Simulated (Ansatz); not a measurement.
TiAs (CsCl type), relaxed and computed with several functionals in Ansatz (plane waves, PAW).

| functional | a (Å) | B₀ by P(V) fit (GPa) |
|---|---|---|
| r²SCAN | 3.183 | 129 |
| PBE | 3.196 | 121 |
| PBEsol | 3.152 | 133 |

Constructed cells (a structure type filled with these elements, in neither database checked): TiAs, CsCl type. Unstable at this level: TiAs, CsCl type with r²SCAN; TiAs, CsCl type with PBEsol. All cells were relaxed under the symmetry of their starts (and spin orders); stability against distortions was not tested throughout. Named crystals with no word on spin ran without spin polarisation. Scalar-relativistic: spin–orbit coupling is off unless named, which matters more the heavier the elements.

Potentials: the earlier of the program's two PAW sets. The files were generated under PBE; for other functionals the program regenerates the frozen cores, and for LDA and PBEsol the local potential too.

Ansatz (an electronic-structure program) is a plane-wave DFT program.
